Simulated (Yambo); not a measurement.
A G0W0@PBEsol run in Yambo for WO3 (space group P6/mmm, No. 191) (3×3×4 Γ-centred k mesh, bands 4 to 210 and a 6 Ry block in the screening, 210 bands in G with the Bruneval-Gonze terminator, plasmon pole fitted at 27.2 eV) gives these matrix elements, in eV, at the band edges (A → Γ):

```tsv
state	E0	<Vxc>	<Σx>	<Σc(E0)>	Z
valence edge	0.000	-20.312	-25.336	4.959	0.749
conduction edge	0.624	-16.418	-11.577	-3.712	0.810
```

### Question
Solve the linearised quasiparticle equation for both states, give the gap, and say how exchange and correlation each act on it.

### Answer
E = E0 + Z(Σx + Σc − Vxc). Valence: 0.000 + 0.749 × (-25.336 + (4.959) − (-20.312)) = -0.05 eV. Conduction: 0.624 + 0.810 × (-11.577 + (-3.712) − (-16.418)) = 1.54 eV. The gap is 1.59 eV, against 0.62 eV in PBEsol. Replacing Vxc by bare exchange alone would open it by 9.86 eV; correlation takes back 8.67 eV of that, and Z scales what is left. Nearest settings tried, and what they do to the gap: 145 bands in W, 145 bands in G: +68 meV; 5 Ry block (245 vectors against 317): +28 meV; 3×3×2 mesh: -32 meV. So the settings aren't converged at that level. Spin-orbit coupling is left out, which matters for elements this heavy: edges can move by tenths of an eV.

Geometry of the Materials Project entry, not relaxed at this level; primitive cell a = b = 7.4029 Å, c = 3.8064 Å, α = β = 90.00°, γ = 120.00°.
